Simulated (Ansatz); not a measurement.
Relaxation of a generated cell, Si2W placed in the fluorite structure type; 3 atoms in the cell, which starts as Fm-3m (No. 225), cF12; a = 6.114 Å, b = 6.114 Å, c = 6.114 Å, α = 90.00°, β = 90.00°, γ = 90.00°. Method: r2SCAN (plane waves to 500 eV, PAW, scalar-relativistic; Ansatz, an electronic-structure program). Γ-centred k-mesh 7×7×7 on the run's cell (coarser than for final values), Fermi–Dirac smearing 0.05 eV. This is the first round of the run. 

The optimiser's lines from the output (shortened; P is positive under compression):

```
relax step   1: F+E_penalty+E_count = -11674.23612977 eV  Δ(F+E_penalty+E_count) = +0.000e0 eV  max|allowed force component| = 1.542e-17 eV/Å  Δτ_max = 0.0000 Å  P = -14.717 GPa  Ω = 57.144 Å³  (8 SCF iters, dr2 threshold 1.00e-7 eV, accepted)
relax step   2: F+E_penalty+E_count = -11674.60029087 eV  Δ(F+E_penalty+E_count) = -3.642e-1 eV  max|allowed force component| = 3.331e-16 eV/Å  Δτ_max = 0.0000 Å  P = +2.778 GPa  Ω = 49.188 Å³  (8 SCF iters, dr2 threshold 3.00e-7 eV, accepted)
relax step   3: F+E_penalty+E_count = -11674.60682378 eV  Δ(F+E_penalty+E_count) = -6.533e-3 eV  max|allowed force component| = 2.806e-16 eV/Å  Δτ_max = 0.0000 Å  P = -0.772 GPa  Ω = 50.299 Å³  (6 SCF iters, dr2 threshold 3.00e-7 eV, accepted)
relax step   4: F+E_penalty+E_count = -11674.60747857 eV  Δ(F+E_penalty+E_count) = -6.548e-4 eV  max|allowed force component| = 3.084e-16 eV/Å  Δτ_max = 0.0000 Å  P = -0.006 GPa  Ω = 50.048 Å³  (5 SCF iters, dr2 threshold 3.00e-7 eV, accepted)
relax step   5: F+E_penalty+E_count = -11674.60623185 eV  Δ(F+E_penalty+E_count) = +1.247e-3 eV  max|allowed force component| = 2.837e-16 eV/Å  Δτ_max = 0.0000 Å  P = -0.003 GPa  Ω = 50.048 Å³  stress off target by 2.84e-3 GPa  SCF on the basis re-selected at this cell (its energy is not comparable with the rows above)  (7 SCF iters)
```

From the first to the last row the energy changes by -0.12 eV/atom and the volume by -12.4 %. The last row is marked as not comparable with the walk above it, whose basis was carried along; it does compare with step 1, since both stand on a basis selected at the nominal cutoff for their own cell.

Later rounds, restarted from the end of this one on a renewed k-mesh, logged 4 more steps and released under 0.01 eV/atom more. The final structure after all rounds: Fm-3m (No. 225), cF12, AFLOW prototype AB2_cF12_225_a_c (C1, as in CaF2); a = 5.856 Å, b = 5.856 Å, c = 5.856 Å, α = 90.00°, β = 90.00°, γ = 90.00°. Between re-selections the logged energies stand on a plane-wave basis carried along with the cell. No spin polarisation in the result.

The run could not lose the symmetry of its start: the end is stationary, and may be a saddle point rather than a minimum.

All atoms sit on sites fixed by symmetry, so only the cell could relax.

The relaxed structure here is a generated cell of Si2W: the first start was made by placing the elements on the sites of a structure type, and the end was not matched to a known phase here, so it may be hypothetical. Known forms of Si2W include space group No. 139.
